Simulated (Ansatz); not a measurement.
HgSe:
```
CELL_PARAMETERS angstrom
      0.00000     3.06643     3.06643
      3.06643     0.00000     3.06643
      3.06643     3.06643     0.00000
ATOMIC_POSITIONS crystal
  Se 0.75000 0.75000 0.75000
  Hg 0.00000 0.00000 0.00000
```

Relaxed with PBEsol. Special points in fractions of this cell's reciprocal vectors: Γ (0.000, 0.000, 0.000); X (0.500, 0.000, 0.500); U (0.625, 0.250, 0.625); K (0.375, 0.375, 0.750); L (0.500, 0.500, 0.500); W (0.500, 0.250, 0.750).

Problem. List the band energies nearest the Fermi level at these points for the program Ansatz at the PBEsol level (PAW).

Solution. In eV from the Fermi level; about four levels below and three above (degenerate sets whole), none deeper than 8.9 eV; … stands for higher levels left out; points with the same levels are listed once.

```tsv
k	below	above
Γ	-1.08 -0.02 -0.02 -0.02	…
X	-5.99 -5.01 -2.24 -2.24	2.69 2.92 8.23
U	-5.83 -5.17 -2.82 -1.83	2.83 4.38 7.76
L	-6.03 -5.41 -0.95 -0.95	1.02 6.19 6.19
W	-5.75 -5.21 -2.66 -2.37	3.50 5.03 5.95
```

Space group F-43m (zinc blende). The PBEsol relaxation kept the symmetry of its start. The Fermi level of a semimetal is unsure by some 0.05 eV on such meshes. Spin–orbit coupling is left out wherever it is not named.

Potentials: the later of the program's two PAW sets.
